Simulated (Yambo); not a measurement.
G0W0@LDA for a free-standing MoS2 monolayer (symmetry P-6m2, slab cell 16.1 Å high) in Yambo. Reference settings: 9×9×1 Γ-centred k mesh, bands 2 to 79 and a 6 Ry block in the screening, 79 bands in G with the Bruneval-Gonze terminator, plasmon pole fitted at 27.2 eV, slab-truncated Coulomb interaction, stochastic integration of W near q = 0. The LDA gap K → K on this mesh is 1.86 eV; G0W0 gaps are taken between the same points.

The settings were changed. The gap went from 2.71 eV to 2.75 eV, and the shift of the valence edge from 0.04 eV to 0.38 eV.

Question: Name the change that produced these shifts.
(A) 21 bands in W, 21 bands in G, 4 Ry block
(B) 6×6×1 mesh
(C) 21 bands in W, 21 bands in G, 3 Ry block
(D) 3 Ry block, no terminator

Answer: D, 3 Ry block, no terminator. The others gave (gap, valence shift): 6×6×1 mesh: 2.67, 0.08 eV; 21 bands in W, 21 bands in G, 3 Ry block: 2.73, 0.63 eV; 21 bands in W, 21 bands in G, 4 Ry block: 2.75, 0.60 eV.

Spin-orbit coupling is not included.

Geometry relaxed with LDA; primitive cell a = b = 3.120 Å, c = 16.100 Å, α = β = 90.00°, γ = 120.00°.

A shift is the quasiparticle energy of the state minus its LDA energy.
